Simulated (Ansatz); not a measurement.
PbSe (rock salt)

```
PbSe
1.0
    0.00000     3.10883     3.10883
    3.10883     0.00000     3.10883
    3.10883     3.10883     0.00000
Se Pb
1 1
Direct
  0.00000   0.00000   0.00000
  0.50000   0.50000   0.50000
```

E(V) scan at fixed shape, V₀ the volume above. Symmetry pins the atoms to their sites.

Level of theory: PBE (plane waves to 420 eV, PAW, scalar-relativistic; Ansatz, a quantum-chemistry and plane-wave program). k mesh 9×9×9 (Γ-centred), Fermi-Dirac smearing 0.05 eV. E stands for the smeared free energy. Compression counts positive. PbSe was relaxed with its symmetry unable to fall. Spin-orbit coupling is left out, though Pb is heavy. The PAW data are Ansatz's earlier set. ΔE is measured from the relaxed starting cell.

```
V (Å³/atom)  ΔE (meV/atom)
-----------  -------------
27.042                52.6
27.542                35.3
28.043                21.9
28.544                11.9
29.045                 5.1
29.545                 1.2
30.046                 0.0
30.547                 1.2
31.048                 4.6
31.549                10.1
32.049                17.4
32.550            withheld
33.051                36.9
```

### Question
Fit a third-order Birch-Murnaghan form (E₀, V₀, B₀, B₀′ free) to the given rows and predict ΔE at V = 32.550.

### Answer
Least squares on the 12 given rows: ΔE = E₀ + (9V₀B₀/16)·y²·[2 + (B₀′ − 4)y], y = (V₀/V)^(2/3) − 1, with V₀ = 30.041 Å³/atom, B₀ = 46.59 GPa (160.2 GPa = 1 eV/Å³; the term in eV is multiplied by 1000), B₀′ = 4.41, E₀ = 0.00 meV/atom; root-mean-square residual 0.02 meV/atom. At 32.550 the fit gives 26.4 meV/atom; the calculation gives 26.3 meV/atom, so the interpolation is off by 0.1 (+0.4 %). For the pressure the fit gives -3.13 GPa against the computed -3.13 GPa.

(Under strain, the slope of the energy per volume gives the stress and its curvature an elastic modulus.)
